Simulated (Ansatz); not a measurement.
AlP (NiAs type, space group No. 194) under volume change, PBE (plane waves, PAW; program Ansatz), shape and atoms relaxed at each volume.

```tsv
V (Å³/atom)	E − E(relaxed) (meV/atom)	P (GPa)
14.785	50.1	11.91
15.272	21.0	7.30
15.760	5.0	3.37
16.247	0.0	0.00
16.734	4.5	-2.88
17.222	17.1	-5.33
17.709	36.5	-7.41
```

What does a third-order Birch–Murnaghan fit give for V₀, B₀ and B′?

V₀ = 16.25 Å³/atom, B₀ = 103 GPa, B′ = 4.2.

Space group P6_3/mmc (NiAs type). The cell is a constructed one: a structure type filled with these elements; neither database checked (COD, Materials Project) lists it. It is not the phase usual at ambient conditions (space group No. 216). The PBE relaxation kept the symmetry of its start; its stability against distortions is not shown here.

Potentials: the later of the program's two PAW sets.
